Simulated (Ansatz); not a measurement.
The start is a generated cell, Pd placed in the AFLOW prototype A_hR3_166_ac (C19, as in Sm). The cell and all atomic positions are relaxed at zero pressure with PBEsol (plane waves to 420 eV, PAW, scalar-relativistic; Ansatz, a quantum-chemistry and plane-wave program). The first steps use a coarse 14×14×14 k-mesh.

The start:
```
CELL_PARAMETERS angstrom
      1.38149     0.79760     6.67766
     -1.38149     0.79760     6.67766
      0.00000    -1.59521     6.67766
ATOMIC_POSITIONS crystal
  Pd 0.00000 0.00000 0.00000
  Pd 0.22222 0.22222 0.22222
  Pd 0.77778 0.77778 0.77778
```

What is the largest force in the starting geometry, and on which atom (counted from 1)?

0.09 eV/Å, on Pd2, Pd3 (atoms numbered as listed).

How much energy is released per atom?

Under 0.01 eV/atom.

How does the volume change?

-0.8 %, from 14.72 to 14.59 Å³/atom.

How do the shortest distances between atoms change?

The closest pairs of elements (up to four, under 3.6 Å), start → end: Pd–Pd 2.74 → 2.73 Å.

The space group stays R-3m (No. 166) (the run could not lower it); the end is AFLOW prototype A_hR3_166_ac (C19, as in Sm), with 3 atoms in the primitive cell. Final values are on a 20×20×20 k-mesh of the relaxed cell. No spin polarisation in the result. A magnetic state may lie lower.

The run could not lose the symmetry of its start, so the end can be a saddle point.

The relaxed structure here is a generated cell of Pd: the first start was made by placing the elements on the sites of a structure type, and the end was not matched to a known phase here, so it may be hypothetical. Known forms of Pd include space group No. 225.
